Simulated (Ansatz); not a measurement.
ZrMo2:
```
ZrMo2
1.0
    0.00000     3.76611     3.76611
    3.76611     0.00000     3.76611
    3.76611     3.76611     0.00000
Mo Zr
4 2
Cartesian
  0.94153   0.94153   0.94153
  0.94153   2.82458   2.82458
  2.82458   2.82458   0.94153
  2.82458   0.94153   2.82458
  3.76611   3.76611   3.76611
  5.64917   5.64917   5.64917
```

Relaxed with PBEsol.

Question: Give the Bader charges and basin volumes of the independent atoms, PBEsol in the plane-wave PAW code Ansatz.

Answer: 

```
atom  Bader charge (e)  Bader volume (Å³)
----  ----------------  -----------------
Mo1              -0.62               19.0
Zr5              +1.24               15.4
```

Space group Fd-3m (cubic Laves (MgCu2 type)). The workflow started from an entry of the Crystallography Open Database (COD). Its standing as an ambient phase is unchecked. Symmetry was held in the PBEsol relaxation; its stability against distortions is not shown here. The run is not spin-polarised.

Potentials: the later of the program's two PAW sets.
